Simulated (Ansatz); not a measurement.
Te:
```yaml
crystal:
  lattice:
    - [4.51749, 0.00000, 0.00000]
    - [-2.25875, 3.91226, 0.00000]
    - [0.00000, 0.00000, 5.92336]
  atoms:
    - { symbol: Te, position: [0.26069, 0.00000, 0.33333] }
    - { symbol: Te, position: [0.00000, 0.26069, 0.66667] }
    - { symbol: Te, position: [0.73931, 0.73931, 0.00000] }
```

r²SCAN+D4 (plane waves, PAW; program Ansatz) gives a gap of 0.41 eV without spin–orbit coupling, maximum on the H–K line, 6 % of the way from H, minimum at H.

Task: What happens when spin–orbit coupling is switched on?

Result: The gap drops by 0.19 eV, to 0.22 eV; maximum on the H–K line, 5 % of the way from H, minimum at H.

Space group P3_121 (trigonal Se type). The r²SCAN+D4 relaxation kept the symmetry of its start; phonons on a q-mesh show no instability.

Potentials: the later of the program's two PAW sets.
